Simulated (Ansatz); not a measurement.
All numbers below come from DFT PBE, scalar-relativistic, plane waves, PAW (Ansatz). All cells share a 420 eV cutoff and Γ-centred k meshes spaced at most about 0.3 Å⁻¹ (about 0.25 or finer for metals, 2π included). No spin polarisation in the final relaxations.

All energies are static (0 K, no zero-point motion).

Two forms of Hf₄Ta were relaxed alike.

A. Space group Pmmm (No. 47), orthorhombic, a = 3.005 Å, b = 6.024 Å, c = 6.942 Å. Hf has 2 Ta at 2.87 Å and 5 Hf at 2.98–3.06 Å; Ta has 8 Hf at 2.87 Å and 2 Ta at 3.00 Å.

B. Space group P6/mmm (No. 191), hexagonal, a = 4.869 Å, c = 5.861 Å. Hf is surrounded by 4 Hf at 2.80–2.81 Å, 1 Hf at 3.06 Å and 3 Ta at 3.14 Å; around Ta lie 12 Hf at 3.14 Å.

Problem. Which would you expect to be lower, and how large is the difference?

Solution. A is lower, by 107 meV/atom. A has space group Pmmm (No. 47), 25.1 Å³/atom and no gap on its mesh; B has space group P6/mmm (No. 191), 24.1 Å³/atom and no gap. Counting all near atoms (those within 1.25 times the shortest distance at each site), A has Hf 7, Ta 10 and B has Hf 8, Ta 12. The lower one is the more open, so pressure narrows the difference. Even the lower one lies +0.79 eV/atom against the reference forms of the elements (uncorrected), so neither is stable at this level. Both come from invented guesses.

Spin–orbit coupling, which can matter for Hf and Ta, is left out. A magnetic state wasn't ruled out in cells without spin, among them P6/mmm. Cells relaxed within their symmetry can be saddle points.
